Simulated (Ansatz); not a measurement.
# SrHfN2: computed property card

SrHfN2:
```
SrHfN2
1.0
    1.66966     0.96398     5.89330
   -1.66966     0.96398     5.89330
    0.00000    -1.92796     5.89330
Sr Hf N
1 1 2
Direct
  0.00000   0.00000   0.00000
  0.50000   0.50000   0.50000
  0.23293   0.23293   0.23293
  0.76707   0.76707   0.76707
```

Space group R-3m (No. 166); conventional cell a = b = 3.3393 Å, c = 17.6799 Å, α = β = 90.00°, γ = 120.00°.

Method: the program Ansatz at the HSE06 level (PAW). Geometry: relaxed at this level of theory. Other levels are named where they apply.

**Cell and energy**

| Item | Result |
|---|---|
| Volume per atom | 14.23 Å³ |
| Density | 8.58 g/cm³ |

**Electronic structure**

| Quantity | Value |
|---|---|
| Band gap | 1.19 eV (indirect) |
| Valence-band maximum | at Γ |
| Conduction-band minimum | at F (3 equivalent valleys) |
| Smallest direct gap on the standard path | 1.84 eV |
| Gap with spin–orbit coupling | 1.13 eV (at the special points and the edges found without it) |

**Mechanics**

| Item | Value |
|---|---|
| Bulk modulus (Birch–Murnaghan fit) | 168 GPa |
| Pressure derivative B′ | 4.2 |

**Charges**

| Property | Result |
|---|---|
| Bader charges | Sr +1.41, Hf +2.42, N -1.92 e |

The workflow started from a Materials Project entry (that database holds measured and hypothetical structures alike); the Crystallography Open Database copy checked does not list it. Whether it is the stable phase at ambient conditions was not checked. Symmetry was held in the HSE06 relaxation; whether a distortion lowers the energy is not shown. The run is not spin-polarised. The hybrid was solved on a coarse mesh, the path and, where they were found, the r²SCAN edge points; its band edges are the extreme levels among these. Scalar-relativistic: spin–orbit coupling is off unless named, which matters more the heavier the elements.

Potentials: the later of the program's two PAW sets.
